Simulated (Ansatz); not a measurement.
Si (space group Ia-3)

Space group Ia-3 (No. 206); a = b = c = 6.602 Å, α = β = γ = 90.00°

```tsv
atom	site	symmetry	x	y	z
Si	16c	.3.	0.1023	0.1023	0.1023
```
(The calculation used a cell of 8 atoms; values per cell refer to that cell.)

This relaxed cell (volume V₀) is scaled evenly in all directions, its shape held. The atoms relax within the cell's symmetry.

The numbers are results of PBEsol (plane waves to 420 eV, PAW, scalar-relativistic; Ansatz, an electronic-structure program), not measurements. k mesh 10×10×10 (Γ-centred), Fermi-Dirac smearing 0.05 eV. E stands for the smeared free energy. Si was relaxed with its symmetry unable to fall. This is one of several known forms of Si; the measured ambient cells at hand have space group No. 227. ΔE is measured from the relaxed starting cell.

### Question
Estimate the ΔE (eV/atom) for V/V₀ = 0.900, 0.950, 0.975, 1.050, 1.075.

### Answer
```json
[
 {"V/V₀": "0.900", "ΔE (eV/atom)": "0.061"},
 {"V/V₀": "0.950", "ΔE (eV/atom)": "0.014"},
 {"V/V₀": "0.975", "ΔE (eV/atom)": "0.003"},
 {"V/V₀": "1.050", "ΔE (eV/atom)": "0.012"},
 {"V/V₀": "1.075", "ΔE (eV/atom)": "0.025"}
]
```

(Under strain, the slope of the energy per volume gives the stress and its curvature an elastic modulus.)
